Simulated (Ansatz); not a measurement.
Rh:
```
CELL_PARAMETERS angstrom
      2.51250     0.00000     0.00000
      0.00000     2.51250     0.00000
      0.00000     0.00000     2.51250
ATOMIC_POSITIONS crystal
  Rh 0.00000 0.00000 0.00000
```

Relaxed with r²SCAN. Special points in fractions of this cell's reciprocal vectors: Γ (0.000, 0.000, 0.000); X (0.000, 0.500, 0.000); M (0.500, 0.500, 0.000); R (0.500, 0.500, 0.500).

Q: List the band energies nearest the Fermi level at these points for DFT-r²SCAN in the program Ansatz with PAW potentials.

A: In eV from the Fermi level; about four levels below and three above (degenerate sets whole), none deeper than 8.9 eV; … stands for higher levels left out; points with the same levels are listed once.

```csv
k,below,above
Γ,-6.92 -5.44 -5.44,…
X,-4.78 -4.50 -1.45 -1.45,0.22 …
M,-5.91 -3.85 -1.02 -1.02,2.51 …
R,-4.74 -4.74 -4.74,2.66 2.66 …
```

Space group Pm-3m (simple cubic). The cell is a constructed one: a structure type filled with these elements; neither database checked (COD, Materials Project) lists it. It is not the phase usual at ambient conditions (space group No. 225). Symmetry was held in the r²SCAN relaxation; its stability against distortions is not shown here. No spin polarisation was allowed. Spin–orbit coupling is left out wherever it is not named.

Potentials: the later of the program's two PAW sets.
